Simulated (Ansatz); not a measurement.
Mg:
```yaml
crystal:
  lattice:
    - [0.00000, 3.42719, 3.42719]
    - [3.42719, 0.00000, 3.42719]
    - [3.42719, 3.42719, 0.00000]
  atoms:
    - { symbol: Mg, position: [0.25000, 0.25000, 0.25000] }
    - { symbol: Mg, position: [0.00000, 0.00000, 0.00000] }
```

Relaxed with PBE. Special points in fractions of this cell's reciprocal vectors: Γ (0.000, 0.000, 0.000); X (0.500, 0.000, 0.500); U (0.625, 0.250, 0.625); K (0.375, 0.375, 0.750); L (0.500, 0.500, 0.500); W (0.500, 0.250, 0.750).

### Question
List the band energies nearest the Fermi level at these points for PBE in the plane-wave PAW code Ansatz.

### Answer
In eV from the Fermi level; about four levels below and three above (degenerate sets whole), none deeper than 8.9 eV; points with the same levels are listed once.

```json
[
 {"k": "Γ", "below": "-4.95", "above": "3.18 3.18 3.18"},
 {"k": "X", "below": "-2.05 -2.05", "above": "0.97 0.97 2.44 2.44"},
 {"k": "U", "below": "-2.24 -1.67 -0.40", "above": "1.28 2.80 5.00"},
 {"k": "L", "below": "-3.22 -1.91", "above": "2.32 2.32 3.82"},
 {"k": "W", "below": "-1.85 -1.85 -0.06 -0.06", "above": "5.04 5.04 5.79 5.79"}
]
```

Space group Fd-3m (diamond). The cell is a constructed one: a structure type filled with these elements; neither database checked (COD, Materials Project) lists it. It is not the phase usual at ambient conditions (space group No. 194). The cell was relaxed with PBE under the symmetry of its start. At this level the phase is mechanically unstable.

Potentials: the later of the program's two PAW sets.
